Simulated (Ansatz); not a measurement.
Phonons of Rh (fcc, Cu type) at L = (0.5, 0.0, 0.0), X = (0.5, 0.5, 0.0).

Rh (fcc, Cu type)

```
CELL_PARAMETERS angstrom
      0.00000     1.90006     1.90006
      1.90006     0.00000     1.90006
      1.90006     1.90006     0.00000
ATOMIC_POSITIONS crystal
  Rh 0.00000 0.00000 0.00000
```

Level of theory: r2SCAN (plane waves to 500 eV, PAW, scalar-relativistic; Ansatz, an electronic-structure program). Harmonic phonons by density-functional perturbation theory on a 22×22×22 k mesh, in cm⁻¹ and rounded to 5; i marks imaginary ones, q is in fractions of the reciprocal vectors of the cell shown, and the three acoustic modes at Γ are left out. Rh is run without spin polarisation. Rh was relaxed with its symmetry unable to fall. The PAW data are Ansatz's earlier set.

```csv
q,wavenumbers (cm⁻¹)
"L = (0.5, 0.0, 0.0)","135 (×2), 240"
"X = (0.5, 0.5, 0.0)","185 (×2), 230"
```

The structure shows no imaginary mode at these points (lowest 135 cm⁻¹ at L = (0.5, 0.0, 0.0)); other wave vectors were not tested.

Highest mode: 240 cm⁻¹ at L = (0.5, 0.0, 0.0).
